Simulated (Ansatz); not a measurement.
# One input, then a changed one: ZrOs

First run: DFT, LDA, PAW with Ansatz's default frozen-core files, scalar-relativistic (Ansatz 0.2.0).

Command: `ansatz run input.yaml --threads 1 --pin off --max-ram 2048MiB --backend cpu --events-out ev --progress --plain --runs-dir out` It took 3.5 s on 1 thread of Arm Neoverse V2 (shared host), peak memory 0.37 GiB.

```yaml
crystal:
  lattice:
    - [2.673445306, 0.0, 0.0]
    - [0.0, 2.673445306, 0.0]
    - [0.0, 0.0, 2.673445306]
  atoms:
    - { symbol: Zr, position: [0.5, 0.5, 0.5] }
    - { symbol: Os, position: [0.0, 0.0, 0.0] }
kpoints:
  mp_grid: { grid: [11, 11, 11] }
  band_path:
    path:
      - [0.0, 0.0, 0.0]
      - [0.0, 0.5, 0.0]
      - [0.5, 0.5, 0.0]
      - [0.0, 0.0, 0.0]
      - [0.5, 0.5, 0.5]
      - [0.0, 0.5, 0.0]
      - [0.5, 0.5, 0.5]
      - [0.5, 0.5, 0.0]
    npoints: 6
scf:
  occupations: { method: fermi_dirac, width: 0.05 }
hamiltonian:
  xc: lda
  pseudopotentials: { kind: paw }
output:
  forces: true
  stress: true
  eigenvalues: true
  efg: { contact_densities: true }
  populations: true
```

The base volume is that of a database entry, so it needn't be at zero pressure; the structure needn't be the stable phase, at rest or compressed.

This run: volume at 0.55 of the series' base cell.

It converges in 6 SCF iterations at a pressure of 413.4 GPa, cutoff 420 eV.

The input is then changed:

```diff
   occupations: { method: fermi_dirac, width: 0.05 }
+  convergence: { dr2_threshold: 1.0e-16 }
+  max_iter: 80
 hamiltonian:
```

Problem. Does this change harm the result?

Solution. Not here: the run converges in 10 SCF iterations at a pressure of 413.4 GPa, cutoff 420 eV, free energy 0.0 meV/atom against the first run's, and its energy lies within 1 meV/atom of the first run's.
